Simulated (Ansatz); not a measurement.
BaYAgTe$_{3}$, in the lowest of the structures calculated here: Cmcm (No. 63), oS24; a = 4.5314 Å, b = 15.1080 Å, c = 11.4984 Å, α = β = γ = 90.00°; Ba 4c (0.000, 0.245, 0.750); Y 4a (0.000, 0.000, 0.000); Ag 4c (0.000, 0.469, 0.250); Te 8f (0.000, 0.362, 0.052); Te 4c (0.000, 0.079, 0.250). All values below come from r2SCAN (plane waves to 500 eV, PAW, scalar-relativistic; Ansatz, a first-principles code). Element references, the lowest calculated here: Ba (Im-3m), Y (P6₃/mmc), Te (P3₁21), Ag (Fm-3m).

Q: Predict the formation energy of this Cmcm form of BaYAgTe3 from the elements from r2SCAN.

A: -1.50 eV/atom.

Static energies, no anion corrections, no zero-point energy. Values are rounded to 0.01 eV/atom. Spin-orbit coupling is missing from these energies, which matters for elements this heavy. The compounds carry no spin polarisation.
